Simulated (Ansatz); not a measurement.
SiC:
```cif
data_C4Si4
_chemical_formula_sum 'Si4 C4'
_space_group_name_H-M_alt 'P 1'
_space_group_IT_number 1
_cell_length_a 3.07761
_cell_length_b 3.07761
_cell_length_c 10.07629
_cell_angle_alpha 90.000
_cell_angle_beta 90.000
_cell_angle_gamma 120.000
loop_
_space_group_symop_operation_xyz
  'x, y, z'
loop_
_atom_site_label
_atom_site_type_symbol
_atom_site_fract_x
_atom_site_fract_y
_atom_site_fract_z
_atom_site_occupancy
Si1 Si 0.00000 0.00000 0.00030 1
Si2 Si 0.00000 0.00000 0.50030 1
Si3 Si 0.66667 0.33333 0.75025 1
Si4 Si 0.33333 0.66667 0.25025 1
C1 C 0.00000 0.00000 0.81287 1
C2 C 0.00000 0.00000 0.31287 1
C3 C 0.66667 0.33333 0.56221 1
C4 C 0.33333 0.66667 0.06221 1
```

Relaxed with r²SCAN. The program Ansatz at the r²SCAN level (PAW) gives a gap of 2.60 eV.

### Question
What gap does HSE06 give on the same cell (Ansatz, PAW)?

### Answer
3.14 eV, 0.54 eV more. The hybrid was solved on a coarser mesh and at special points; its gap is the smallest among all of these.

```
k  v1 r²SCAN  c1 r²SCAN  v1 HSE06  c1 HSE06
-  ---------  ---------  --------  --------
Γ       0.00       5.65         ?         ?
A      -0.22       5.86         ?         ?
K      -1.75       4.42     -1.83      4.98
H      -2.55       3.67         ?         ?
M      -1.18       2.60     -1.24      3.14
L      -1.63       3.04         ?         ?
```

### Question
Top valence (v1) and lowest conduction level (c1) in eV from each method's valence maximum (which need not be a listed point): supply the withheld HSE06 values.

### Answer

- L, v1 HSE06: -1.70
- L, c1 HSE06: 3.58
- H, v1 HSE06: -2.67
- H, c1 HSE06: 4.21
- Γ, v1 HSE06: 0.00
- Γ, c1 HSE06: 6.28
- A, v1 HSE06: -0.23
- A, c1 HSE06: 6.50

Cost on shared cores: the r²SCAN run (SCF on a 10×10×3 mesh, then bands and DOS) around 90 core-seconds (rough), the HSE06 run (SCF on 6×6×2, then a few points) around 90 core-seconds (rough); the tasks are unlike.

Space group P6_3mc (4H polytype). Symmetry was held in the r²SCAN relaxation.

Potentials: the later of the program's two PAW sets.
